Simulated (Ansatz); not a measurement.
## Data sheet: Ca (DFT)

Ca:
Space group I4/mmm (No. 139); a = 4.4264 Å, b = 4.4264 Å, c = 4.1229 Å, α = 90.00°, β = 90.00°, γ = 90.00°

```tsv
atom	site	symmetry	x	y	z
Ca	2b	4/mmm	0.0000	0.0000	0.5000
```
(The calculation used a cell of 1 atom; values per cell refer to that cell.)

Space group I4/mmm (No. 139), body-centred tetragonal; conventional cell a = 4.426 Å, b = 4.426 Å, c = 4.123 Å, α = 90.00°, β = 90.00°, γ = 90.00°.

Method: PBEsol in the plane-wave PAW code Ansatz. The cell and atoms are relaxed at this level. Other levels are named where they apply.

### Cell and energy

| Item | Value |
|---|---|
| Volume per atom | 40.39 Å³ |
| Density | 1.65 g/cm³ |

### Electronic structure

| Item | Value |
|---|---|
| Electronic character | metallic (no gap) |
| Density of states at the Fermi level | 1.2 states/eV per atom (mean over ±0.08 eV) |

The first step of the workflow began from a Materials Project structure, measured or hypothetical; the Crystallography Open Database copy checked does not list it. It is not the phase usual at ambient conditions (space group No. 225). Symmetry was held in the PBEsol relaxation; its stability against distortions is not shown here. Axis ratios of metals converge slowly with the k-mesh, so a and c are less sure than the volume.

Potentials: the later of the program's two PAW sets.
